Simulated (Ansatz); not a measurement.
Structures of MoPd: which is lowest?

Plane-wave DFT in Ansatz with scalar-relativistic PAW potentials, cutoff 500 eV, Γ-centred meshes chosen by cell and gap, Gaussian smearing with energies taken to zero width. Every cell was relaxed (cell and atoms) in a run of its own, within the symmetry of its start. Functional: r2SCAN.

Relaxed structures (starts from databases or built by putting these elements on another compound's sites):
A. P-6m2, 2 atoms in the computed cell, a = 2.759 Å, c = 4.556 Å; sites (symmetry × multiplicity) Mo -6m2 × 1, Pd -6m2 × 1; start: database
B. Pm-3m, 2 atoms in the computed cell, a = 3.139 Å; sites (symmetry × multiplicity) Mo m-3m × 1, Pd m-3m × 1; start: built
C. P4/mmm, 2 atoms in the computed cell, a = 2.697 Å, c = 4.122 Å; sites (symmetry × multiplicity) Mo 4/mmm × 1, Pd 4/mmm × 1; start: built

Task: Rank them by energy. Could pressure change the order?

Result:
| structure | group | E − E(lowest) (meV/atom) | V (Å³/atom) | gap on mesh (eV) |
| --- | --- | --- | --- | --- |
| C | P4/mmm | 0.0 | 14.99 | 0.00 |
| A | P-6m2 | 24.5 | 15.02 | 0.00 |
| B | Pm-3m | 488 | 15.46 | 0.00 |

C is lowest, 24 meV/atom under A. The two lowest differ in volume by under 3 %, too little for a first-order estimate of what pressure does to that pair (other pairs aren't weighed here); with rigid cells even 3 % in favour of the higher one would need about 9 GPa. Other structures may lie lower than all of these, and vibrations aren't counted.